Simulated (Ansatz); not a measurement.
Cells of RbGaH2 relaxed with r2SCAN (plane waves to 500 eV, PAW, scalar-relativistic; Ansatz, a first-principles code), each with a space-group label. One label is wrong.

**A**, labelled P6/mmm (No. 191)
```xyz
4
Lattice="3.7330 0.0000 0.0000 -1.8665 3.2329 0.0000 0.0000 0.0000 6.6690" Properties=species:S:1:pos:R:3 pbc="T T T"
Ga     0.0000     0.0000     3.3345
H      0.0000     2.1552     3.3345
H      1.8665     1.0776     3.3345
Rb     0.0000     0.0000     0.0000
```

**B**, labelled P4/mmm (No. 123)
```yaml
crystal:
  lattice:
    - [4.13959, 0.00000, 0.00000]
    - [0.00000, 4.13959, 0.00000]
    - [0.00000, 0.00000, 3.74420]
  atoms:
    - { symbol: Rb, position: [0.50000, 0.50000, 0.50000] }
    - { symbol: Ga, position: [0.00000, 0.00000, 0.00000] }
    - { symbol: H, position: [0.00000, 0.50000, 0.00000] }
    - { symbol: H, position: [0.50000, 0.00000, 0.00000] }
```

**C**, labelled Pmmm (No. 47)
```xyz
4
Lattice="3.2616 0.0000 0.0000 0.0000 3.4562 0.0000 0.0000 0.0000 5.8976" Properties=species:S:1:pos:R:3 pbc="T T T"
Ga     0.0000     1.7281     2.9488
H      1.6308     1.7281     1.7565
H      1.6308     1.7281     4.1410
Rb     0.0000     0.0000     0.0000
```

**D**, labelled Pnma (No. 62)
```xyz
4
Lattice="1.8693 1.0792 5.5461 -1.8693 1.0792 5.5461 0.0000 -2.1585 5.5461" Properties=species:S:1:pos:R:3 pbc="T T T"
Ga     0.0000     0.0000     0.0000
Rb     0.0000     0.0000     8.3192
H      0.0000     0.0000     4.7140
H      0.0000     0.0000    11.9244
```

Task: Which label is wrong, and what should it be (tolerance 0.01 Å)?

Result: D: its symmetry is R-3m, hexagonal axes (No. 166), hR4, AFLOW prototype ABC2_hR4_166_a_b_c (F5_1, as in NaCrS2); a = b = 3.7386 Å, c = 16.6384 Å, α = β = 90.00°, γ = 120.00°.

Each run could gain symmetry but not lose that of its start, so entries can be saddle points. All of these are generated cells (placed on structure types, drawn at random, substituted or restacked) that were not matched to a known phase here.

No spin polarisation in the result.
